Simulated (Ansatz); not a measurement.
KF (rock salt)

```
KF
1.0
    0.00000     2.65916     2.65916
    2.65916     0.00000     2.65916
    2.65916     2.65916     0.00000
F K
1 1
Direct
  0.00000   0.00000   0.00000
  0.50000   0.50000   0.50000
```

The slice is a {110} plane (indices of the conventional cell) through the point (0.000, 0.000, 0.000) (fractional), spanned by u = [100] and v = [1 -1 -1] in vectors of this cell: u (3.76 Å) and v (5.32 Å, at 90° to u). It covers one period; positions are fractions (u, v).

The numbers are results of r2SCAN (plane waves to 500 eV, PAW, scalar-relativistic; Ansatz, a program for electronic structure), not measurements. k mesh 11×11×11. These are valence fields of a PAW run, semicore shells included where kept as valence: close to a nucleus they are smooth pseudo fields. KF was relaxed with its symmetry unable to fall.

**Question.** What is the ELF at the density minimum of the shortest F–K line in this plane (2.66 Å)?

**Answer.** 0.0.

**Question.** What is the valence density on the shortest F–K line in this plane (2.66 Å), at its minimum between the atoms?

**Answer.** 0.12 e/Å³.

**Question.** Sketch the electrostatic potential energy of an electron, from the cell's mean on this plane as a map.

**Answer.** 
```
v \ u  0.00   0.10   0.20  0.30  0.40  0.50  0.60  0.70   0.80   0.90
-----  ----  -----  -----  ----  ----  ----  ----  ----  -----  -----
0.96      x      x      x   6.0   5.0   4.4   4.9   6.0      x      x
0.86      x      x    6.1   5.7   4.9   4.5   4.9   5.6    6.1      x
0.75    3.2    3.5    4.1   4.4   4.6   4.6   4.6   4.4    4.1    3.5
0.64      x      x  <-2.0   2.3   4.0   4.5   4.0   2.3  <-2.0      x
0.54      x      x      x  -0.3   3.5   4.4   3.5  -0.3      x      x
0.43      x      x      x   0.5   3.7   4.5   3.7   0.4      x      x
0.32      x  <-2.0    0.8   3.1   4.2   4.6   4.2   3.1    0.8  <-2.0
0.21    4.9    5.0    5.1   4.9   4.7   4.6   4.7   4.9    5.1    5.0
0.11      x      x      x   5.9   4.9   4.5   4.9   5.9      x      x
0.00      x      x      x   6.1   4.9   4.5   4.9   6.1      x      x
```

Values: electrostatic potential energy of an electron, from the cell's mean, in eV. Points within 1 Å of a nucleus are blanked (x), as the pseudised field means little there. Values under -2 eV are set to -2. The zero, the cell's mean, hangs on the PAW cores.
